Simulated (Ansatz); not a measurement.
Na2ICl, ordered on the rocksalt lattice (R-3m) with 4 atoms a cell, relaxed with r2SCAN: 7 runs in the plane-wave code Ansatz, each a construction of maximally localised Wannier functions. It is trigonal, R-3m (No. 166); a = 4.283 Å, c = 20.933 Å in the conventional setting, 27.71 Å³ an atom. Cl is surrounded by 6 Na at 2.91 Å; I is surrounded by 6 Na at 3.16 Å; Na is surrounded by 3 Cl at 2.91 Å and 3 I at 3.16 Å. Simulation only: spin-unpolarised, and no claim that this is the phase found in nature.

```yaml
crystal:
  lattice:
    - [2.14136, 1.23631, 6.97776]
    - [-2.14136, 1.23631, 6.97776]
    - [0.00000, -2.47263, 6.97776]
  atoms:
    - { symbol: Cl, position: [0.00000, 0.00000, 0.00000] }
    - { symbol: I, position: [0.50000, 0.50000, 0.50000] }
    - { symbol: Na, position: [0.26032, 0.26032, 0.26032] }
    - { symbol: Na, position: [0.73968, 0.73968, 0.73968] }
```

Windows count from the top of the filled bands; a dash means that no such window was set (without an outer window there is no disentanglement). Rows marked drawn have settings drawn at random (some not listed).

```tsv
functional	SCF mesh	trial orbitals	functions	mesh	window (eV)	frozen (eV)	settings	Ω total (Å²)	Ω invariant (Å²)	largest spread (Å²)	least projectability	interpolation miss of the model's filled bands (eV, to the nearest computed level)
PBE	6×6×6	Cl s, Cl p, I s, I p	8	4×4×4	–	–	chosen	10.68	8.63	1.66	0.98	0.039
PBE	6×6×6	Cl s, Cl p, I s, I p	8	6×6×6	–	–	chosen	11.03	8.96	1.71	0.98	0.007
PBE	6×6×6	Cl p, I p	6	4×4×4	–	–	chosen	10.54	10.48	2.25	0.96	0.037
r2SCAN	6×6×6	Cl s, Cl p, I s, I p	8	4×4×4	–	–	chosen	10.48	8.42	1.63	0.98	0.038
r2SCAN	6×6×6	Cl p, I p	6	4×4×4	–	–	chosen	10.35	10.30	2.20	0.97	0.030
HSE06	4×4×4	Cl s, Cl p, I s, I p	8	4×4×4	–	–	chosen	10.46	8.41	1.62	0.99	–
PBE	6×6×6	Cl p, I p	6	3×3×3	–	–	drawn	10.04	9.96	2.17	0.97	0.163
```

For Cl s, Cl p, I s, I p with PBE the spread goes 10.68 Å² (4×4×4), 11.03 Å² (6×6×6): finite differences on a coarse mesh understate it.

Spin-orbit coupling is left out, which matters wherever the heavy atoms make up the band edges.
